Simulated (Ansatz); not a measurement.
The calculation used DFT PBE, scalar-relativistic, plane waves, PAW in Ansatz. All cells share a 420 eV cutoff and Γ-centred k meshes spaced at most about 0.3 Å⁻¹ (about 0.25 or finer for metals, 2π included). No spin polarisation in the final relaxations.

All energies are static (0 K, no zero-point motion).

Two forms of ZrTi3C4 were relaxed alike.

1.

```cif
data_structure
_symmetry_space_group_name_H-M 'I4/mmm'
_symmetry_Int_Tables_number 139
_cell_length_a 4.4485
_cell_length_b 4.4485
_cell_length_c 8.8582
_cell_angle_alpha 90.000
_cell_angle_beta 90.000
_cell_angle_gamma 90.000
_cell_volume 175.30
loop_
_atom_site_label
_atom_site_type_symbol
_atom_site_symmetry_multiplicity
_atom_site_Wyckoff_symbol
_atom_site_fract_x
_atom_site_fract_y
_atom_site_fract_z
_atom_site_occupancy
Zr1 Zr 2 a 0.00000 0.00000 0.00000 1
Ti1 Ti 2 b 0.50000 0.50000 0.00000 1
Ti2 Ti 4 d 0.00000 0.50000 0.25000 1
C1 C 4 e 0.50000 0.50000 0.24394 1
C2 C 4 c 0.00000 0.50000 0.00000 1
```

2.

```cif
data_structure
_symmetry_space_group_name_H-M 'Cmmm'
_symmetry_Int_Tables_number 65
_cell_length_a 6.2732
_cell_length_b 8.8675
_cell_length_c 3.1431
_cell_angle_alpha 90.000
_cell_angle_beta 90.000
_cell_angle_gamma 90.000
_cell_volume 174.85
loop_
_atom_site_label
_atom_site_type_symbol
_atom_site_symmetry_multiplicity
_atom_site_Wyckoff_symbol
_atom_site_fract_x
_atom_site_fract_y
_atom_site_fract_z
_atom_site_occupancy
Zr1 Zr 2 b 0.50000 0.00000 0.00000 1
Ti1 Ti 2 a 0.00000 0.00000 0.00000 1
Ti2 Ti 4 f 0.25000 0.25000 0.50000 1
C1 C 4 i 0.50000 0.74442 0.00000 1
C2 C 4 h 0.76136 0.00000 0.50000 1
```

Question: Which arrangement of the elements on these sites is preferred, and by what margin?

Answer: Cell 2 is lower, by 13 meV/atom. The two share one framework of sites and differ in which element sits where. Cell 1 has Zr and Ti ordered on rock salt sites, space group I4/mmm (No. 139), 11.0 Å³/atom and no gap on its mesh; cell 2 has Zr and Ti ordered on rock salt sites, space group Cmmm (No. 65), 10.9 Å³/atom and no gap. Counting C atoms around Ti and Zr (those within 1.25 times the shortest such distance or 1.15 times the sum of covalent radii, 1.27 where that leaves under three), cell 1 and cell 2 both have Zr 6, Ti 6. In cell 1, Zr has 6 C at 2.22–2.27 Å and 12 Ti at 3.14–3.15 Å; Ti on a site of symmetry 4/mmm has 6 C at 2.16–2.22 Å, 8 Ti at 3.14 Å and 4 Zr at 3.15 Å; C on a site of symmetry 4mm has 5 Ti at 2.16–2.22 Å and 1 Zr at 2.27 Å; 2 more sites not described. In cell 2, around Zr lie 6 C at 2.27 Å, 10 Ti at 3.14 Å and 2 Zr at 3.14 Å; around Ti on a site of symmetry mmm lie 6 C at 2.17 Å, 2 Zr at 3.14 Å and 10 Ti at 3.14 Å; around C on a site of symmetry m2m lie 5 Ti at 2.17–2.22 Å and 1 Zr at 2.27 Å; 2 more sites not described. Both come from invented guesses.

The k mesh leaves some 4 meV/atom of noise in the energy of each metallic cell. With atoms moved at random, Cmmm came back. Other cells relaxed within their symmetry can be saddle points.
